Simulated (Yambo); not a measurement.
```
CELL_PARAMETERS angstrom
      0.00000     4.59944     4.59944
      4.59944     0.00000     4.59944
      4.59944     4.59944     0.00000
ATOMIC_POSITIONS crystal
  F  0.77859 0.22141 0.22141
  F  0.22141 0.77859 0.77859
  F  0.22141 0.77859 0.22141
  F  0.77859 0.22141 0.77859
  F  0.22141 0.22141 0.77859
  F  0.77859 0.77859 0.22141
  K  0.50000 0.50000 0.50000
  Sc 0.00000 0.00000 0.00000
  Rb 0.75000 0.75000 0.75000
  Rb 0.25000 0.25000 0.25000
```

Response from Yambo on norm-conserving LDA (Quantum ESPRESSO, 84 Ry, no spin-orbit coupling) bands: 4×4×4 mesh, 154 bands, 3 Ry local-field block, 0.2 eV broadening.

Problem. Give the static electronic dielectric constant without and with local fields.

Solution. 
```json
[
 {"field along": "x", "ε(0), independent particles": "2.26", "ε(0), RPA with local fields": "2.05", "refractive index √ε": "1.43"}
]
```
Electronic (clamped-ion) response only. LDA gaps are usually too small, which raises these values. Convergence of the RPA response with its 4×4×4 mesh was not tested.

Geometry of the Materials Project entry, not relaxed at this level.

The structure is a Materials Project entry; no match was found in the copy of COD used, and its stability was not checked.
